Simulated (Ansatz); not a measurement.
# Cs₂AgSbBr₆: the gap against volume

Cs₂AgSbBr₆, Fm-3m, a = 11.082 Å. The structure is a Materials Project entry; whether it is the stable form wasn't checked. Ansatz: PBEsol, PAW, 420 eV, Γ-centred 4×4×4 mesh on 10 atoms, Gaussian smearing 0.02 eV; no spin polarisation. Shape and atoms are relaxed at each volume; x = ln(V/V0) with V0 = 34.025 Å³/atom. The gap is read at the mesh points alone.

| x | gap y (eV) |
| --- | --- |
| -0.1278 | 0.336 |
| -0.0943 | 0.420 |
| -0.0619 | 0.498 |
| -0.0305 | 0.570 |
| 0.0000 | 0.638 |
| 0.0296 | 0.702 |
| 0.0583 | ? |
| 0.0953 | 0.839 |

Question: Fit a straight line to the other rows, give the volume deformation potential of the gap and its pressure coefficient, and predict the missing gap. B0 = 27.2 GPa.

Answer: Means x = -0.02709, y = 0.57186; Σ(Δx)² = 0.03481, ΣΔxΔy = 0.07840; the slope is their ratio. y = 0.6329 + 2.252 x. The slope is the deformation potential a = dE_g/d ln V = 2.25 eV, and dE_g/dP = −a/B0 = -82.8 meV/GPa. At x = 0.0583 the fit asked for gives 0.764 eV. The run gave 0.762 eV, so the fit is 0.002 eV too high, within the rms miss on the fitted rows (0.006 eV).

Spin-orbit coupling is left out, which matters for the bands of heavy elements. Semilocal functionals give gaps under the measured ones; changes of the gap mostly carry over better.

Cost: 8 runs of about 3.6 core-minutes in all, on Intel Xeon Platinum 8375C (Ice Lake) (shared hosts).